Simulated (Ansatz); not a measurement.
Given:

KTaO$_{3}$:
```
KTaO3
1.0
    3.98527     0.00000     0.00000
    0.00000     3.98527     0.00000
    0.00000     0.00000     3.98527
K Ta O
1 1 3
Direct
  0.50000   0.50000   0.50000
  0.00000   0.00000   0.00000
  0.00000   0.50000   0.00000
  0.50000   0.00000   0.00000
  0.00000   0.00000   0.50000
```

This is the HSE06-relaxed structure.

Question: All from the program Ansatz at the HSE06 level (PAW), unless another level is named. Give the gap with spin–orbit coupling.

Answer: 3.45 eV (at the special points and the edges found without it).

Question: What about the band gap?

Answer: 3.60 eV (indirect).

Question: Predict the smallest direct gap on the standard path.

Answer: 4.26 eV.

Question: What about the conduction-band minimum?

Answer: at Γ.

Space group Pm-3m (cubic perovskite). The HSE06 relaxation kept the symmetry of its start. The run is not spin-polarised. The hybrid was solved on a coarse mesh, the path and, where they were found, the r²SCAN edge points; its band edges are the extreme levels among these. Scalar-relativistic: spin–orbit coupling is off unless named, which matters more the heavier the elements.

Potentials: the earlier of the program's two PAW sets. The files were generated under PBE; for other functionals the program regenerates the frozen cores, and for LDA and PBEsol the local potential too.
